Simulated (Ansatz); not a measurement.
A geometry of V away from equilibrium: step 4 of the relaxation of a generated cell, V built in the AFLOW prototype A_oP8_62_2c (A_c). The numbers are results of PBEsol (plane waves to 420 eV, PAW, scalar-relativistic; Ansatz, an electronic-structure program), not measurements. Γ-centred k-mesh 6×8×8 on the run's cell (coarser than for final values), Fermi–Dirac smearing 0.05 eV. The plane waves were selected for a different cell earlier on the path.

```xyz
8
Lattice="5.9080 0.0000 0.0000 0.0000 4.2297 0.0000 0.0000 0.0000 4.0810" Properties=species:S:1:pos:R:3 pbc="T T T"
V      2.9684     1.0574     1.0082
V      5.9223     1.0574     1.0323
V      2.9396     3.1723     3.0727
V     -0.0144     3.1723     3.0487
V      1.5378     1.0574     3.0011
V      4.4918     1.0574     3.1203
V      4.3701     3.1723     1.0798
V      1.4161     3.1723     0.9606
```
Spin-polarised start, with parallel moments on V.

### Question
Give the Cartesian forces on all atoms (eV/Å).

### Answer
```tsv
atom	Fx	Fy	Fz
V1	-0.10	0.00	0.08
V2	-0.10	0.00	-0.08
V3	0.10	0.00	-0.08
V4	0.10	0.00	0.08
V5	-0.64	0.00	0.25
V6	-0.64	0.00	-0.25
V7	0.64	0.00	-0.25
V8	0.64	0.00	0.25
```

The path ends in Im-3m (No. 229) (bcc (W type)). No spin polarisation in the result: the starting moments vanished.

The run could not lose the symmetry of its start.
